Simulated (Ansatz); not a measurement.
# BeTl2 single point

Input file of Ansatz 0.2.0:

```yaml
crystal:
  lattice:
    - [0.0, 0.0, 5.397048]
    - [5.456935, 0.0, 0.0]
    - [2.728467, 5.063024, -2.698524]
  atoms:
    - { symbol: Tl, position: [0.11171, 0.09529, 0.22342] }
    - { symbol: Tl, position: [0.88829, 0.90471, 0.77658] }
    - { symbol: Tl, position: [0.38829, 0.31871, 0.77658] }
    - { symbol: Tl, position: [0.61171, 0.68129, 0.22342] }
    - { symbol: Be, position: [0.25, 0.0, 0.0] }
    - { symbol: Be, position: [0.75, 0.0, 0.0] }
  symmetry: { tolerance: 0.0003 }
kpoints:
  mp_grid: { grid: [7, 7, 7], shift: [0, 0, 0] }
  band_path:
    path:
      - [0.0, 0.0, 0.0]
      - [0.0, 0.0, 0.5]
      - [0.0, 0.35479298, 0.67739649]
      - [0.0, 0.64520702, 0.32260351]
      - [0.0, 0.0, 0.0]
      - [0.64203736, 0.0, -0.32101868]
      - [0.35796264, 0.0, 0.32101868]
      - [0.0, 0.0, 0.5]
      - [0.0, 0.0, 0.0]
      - [0.5, 0.5, 0.0]
      - [0.5, 0.5, 0.25]
    npoints: 6
magnetization:
  spin_polarized: false
scf:
  occupations: { method: fermi_dirac }
  lower_state_search: "off"
  max_iter: 200
hamiltonian:
  pseudopotentials: { kind: paw }
  xc: r2scan
basis:
  ecutwfc: 500
  fft_grid_basis: typed
output:
  forces: true
  stress: true
  eigenvalues: true
  bader: true
  populations: true
  elf: true
  write_potential: true
  volumetric_format: npy
  dos:
    e_range: [-12, 8]
    de: 0.05
    projected: { site_lists: { Be: [Be], Tl: [Tl] } }
checkpoint:
  read: saved_state
```

The run starts from an earlier solution of this cell. 

Excerpt of what it printed:

```
Pseudopotentials: kind: paw
Pseudopotential: Tl, paw, valence charge 13, recommended cutoff 500 eV (meta_gga), Tl.paw.azcp
Pseudopotential: Be, paw, valence charge 2, recommended cutoff 500 eV (meta_gga), Be.paw.azcp
Functional definition: r2SCAN
  exchange = r2scan_x(k0 = k0, k1 = k1, a1 = a1)
  correlation = r2scan_c
Crystal: 6 atoms, lattice volume = 149.113 Å³
Basis set: ecut = 500 eV, 3759 PW (Γ), exchange–correlation on 160×160×192 points (64 copies of the dense FFT grid, shifted against one another)
Bands: 34, of which v1, the nominal top of the filled ones, is band 28 counted from 1 (27 counted from 0)
Symmetry: 8 space group operations
Space group: Ibam (ITA 72), of the structure as read, at distance tolerance 1.6e-3 Å
k-points: 64 of 343
Initial density: read from a saved state, or passed on in memory by an earlier SCF of this step, an earlier step, the calling program or the single point that the run made first
Functional: x = r2scan, c = r2scan; τ floored in thin density (d = 2e-4 eV/Å³)
Free energy (F): -46011.7897 eV
Harris-Foulkes:  -46011.7897 eV  (|F-HF|=3.36e-8)
Internal energy: -46011.6801 eV  (E = F + TS)
E sigma→0 (E₀):  -46011.7349 eV
Entropy (-TS):   -0.1096 eV (-18.264 meV/atom)
Fermi energy:    8.0657 eV
--- Per-component energies (eV) ---
  E_band       = -124.3278
  E_kinetic    = 1391.1516
  E_local      = -4321.1312  (includes V_loc(G=0)·N_el)
  E_nonlocal   = 1280.4030
  E_hartree    = 1637.1055
  E_xc         = -914.8710
  E_vxc        = -676.9054  (∫ρ·V_xc dr)
  E_paw        = -40890.5843  (= ΣΔE_a)
  E_vpaw       = -1123.4081  (= ΣTr[D̂ρ^β])
  E_aug_tail   = 0.0000  (compensation charges beyond the density's cutoff)
  E_vtau       = 51.3455  (kinetic-family band-sum trace: ∫τ·v_τ [+ j·A + Jᵃ·Aᵃ] dr)
  E_ewald      = -4197.8889
  E_core_change = 4.1350  (= ΣΔE_core)
  E_smearing   = -0.1096  (= −TS)
--- Forces (eV/Å), atoms counted from 1 ---
  atom   1  Tl     3.8855     4.1265     0.0000
  atom   2  Tl    -3.8855    -4.1265     0.0000
  atom   3  Tl     3.8855    -4.1265     0.0000
  atom   4  Tl    -3.8855     4.1265     0.0000
  atom   5  Be     0.0000     0.0000     0.0000
  atom   6  Be     0.0000     0.0000     0.0000
--- Stress (GPa, compression-positive) ---
       15.9896       0.0000       0.0000
        0.0000      15.6999       0.0000
        0.0000       0.0000      20.9297
  P = ⅓ Tr σ = 17.5397 GPa (175.397 kbar)
--- Löwdin populations: 6 sites ---
  site symbol       q [e]
     0     Tl     13.5439
     1     Tl     13.5439
     2     Tl     13.5439
     3     Tl     13.5439
     4     Be      0.5639
     5     Be      0.5639
  spilling = 0.0124 (of n_electrons = 56.0000)
--- Bader charges: 6 sites ---
  site symbol  charge [e]  shift [e]
     0     Tl     -0.7141     0.0001
     1     Tl     -0.7141     0.0001
     2     Tl     -0.7142     0.0001
     3     Tl     -0.7142     0.0001
     4     Be      1.4283     0.0002
     5     Be      1.4283     0.0002
```

Origin: a known structure type with other elements, at an estimated volume, so it need not be a known compound. Caveats: atoms or cell far from equilibrium.
